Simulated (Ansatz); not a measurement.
## MnIr: zone-centre modes under pressure

MnIr, P4/mmm, a = 2.600 Å, c = 3.573 Å. The structure is a COD entry; whether it is the stable form wasn't checked. Ansatz: LDA, PAW, 420 eV, Γ-centred 16×16×12 mesh on 2 atoms, Fermi-Dirac smearing 0.15 eV; no spin polarisation. Cell and atoms are relaxed at each pressure with the symmetry kept; optical modes at Γ by linear response, in cm⁻¹, matched by rank (the highest 2 distinct ones).

| P (GPa) | V (Å³/atom) | ω1 | ω2 |
| --- | --- | --- | --- |
| 0 | 12.078 | 168.9 | 170.4 |
| 5 | 11.918 | 175.8 | 182.3 |
| 15 | 11.631 | ? | ? |

Q: Get each mode's Grüneisen parameter γ = −d ln ω/d ln V from the other rows and predict the missing frequencies.

A: ln(V/V0) = 0.0000, -0.0133, -0.0377; a line through ln(ω/ω0) of the 2 known rows gives ω1: γ = 3.011, predicted 189.2, computed 188.6; ω2: γ = 5.076, predicted 206.3, computed 203.7. The worst miss is 1.3 %: γ isn't constant over this range. In a metal these frequencies hang on the mesh and smearing.

Spin polarisation was left out, and a magnetic state may lie lower. Spin–orbit coupling is left out, which can shift energies with elements as heavy as these.